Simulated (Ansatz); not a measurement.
BN (zinc blende, F-43m) at seven volumes, DFT-PBEsol in the program Ansatz with PAW potentials, scaled uniformly. One row is withheld.

| V (Å³/atom) | P (GPa) |
|---|---|
| 5.332 | 43.13 |
| 5.508 | 26.68 |
| 5.684 | 12.39 |
| 5.860 | -0.02 |
| 6.036 | -10.81 |
| 6.211 | ? |
| 6.387 | -28.35 |

**Question.** Fit the shown pressures and predict the withheld one.

**Answer.** P = (3/2)B₀(x^(7/2) − x^(5/2))[1 + (3/4)(B′ − 4)(x − 1)] with x = (V₀/V)^(2/3). Least squares on the six rows gives V₀ = 5.860 Å³/atom, B₀ = 385 GPa, B′ = 3.64. At V = 6.211, x = 0.9620 and P = -20.14 GPa. The run itself gave -20.19 GPa.

Symmetry was held in the PBEsol relaxation.

Potentials: the later of the program's two PAW sets.
